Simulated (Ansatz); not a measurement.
Bands of BiMo

```yaml
crystal:
  lattice:
    - [0.00000, 2.84448, 2.84448]
    - [2.84448, 0.00000, 2.84448]
    - [2.84448, 2.84448, 0.00000]
  atoms:
    - { symbol: Mo, position: [0.00000, 0.00000, 0.00000] }
    - { symbol: Bi, position: [0.50000, 0.50000, 0.50000] }
```

Atom numbers follow the list: Mo1, Bi2.

The cell was built from the rocksalt type and relaxed in the same program, and has space group Fm-3m; it needn't be a known or the stable phase.

Spin polarisation is left out, and whether a magnetic state lies lower isn't shown here.

Computed with DFT, PBE, all-electron LAPW, Dirac equation with spin-orbit coupling in Ansatz 0.2.0.

The runs use a Γ-centred 12×12×12 k mesh, Fermi–Dirac smearing of 0.05 eV, basis error target 0.25 meV/atom, no spin polarisation.

Points in fractions of the reciprocal vectors of this cell: Γ (0, 0, 0), X (0.5, 0, 0.5), U (0.625, 0.25, 0.625), K (0.375, 0.375, 0.75), L (0.5, 0.5, 0.5), W (0.5, 0.25, 0.75). The path joins them by straight lines in the order Γ–X–U–K–Γ–L–W–X; legs that retrace an earlier one aren't tabulated. Energies are in eV from the Fermi level.

Task: Is there a gap?

Result: none: bands cross the Fermi level, a metal.

Task: List the levels between -5 and 5 eV at the symmetry points.

Result: 
Γ: -1.11 (×4), -0.96 (×2), -0.59 (×2), -0.56 (×4), 2.34 (×4), 4.49 (×2)
X: -4.43 (×2), -2.15 (×2), -1.74 (×2), -0.46 (×2), -0.06 (×2), 0.35 (×2), 0.47 (×2), 1.46 (×2), 3.08 (×2)
U: -4.52 (×2), -3.65 (×2), -2.42 (×2), -0.67 (×2), 0.15 (×2), 0.75 (×2), 1.30 (×2), 2.17 (×2), 4.95 (×2)
K: -4.52 (×2), -3.65 (×2), -2.42 (×2), -0.67 (×2), 0.15 (×2), 0.75 (×2), 1.30 (×2), 2.17 (×2), 4.95 (×2)
L: -3.52 (×2), -2.95 (×2), -0.11 (×2), -0.06 (×2), 0.53 (×2), 3.76 (×2)
W: -4.40 (×2), -3.36 (×2), -3.19 (×2), 0.13 (×2), 0.36 (×2), 0.48 (×2), 0.88 (×2), 1.33 (×2)
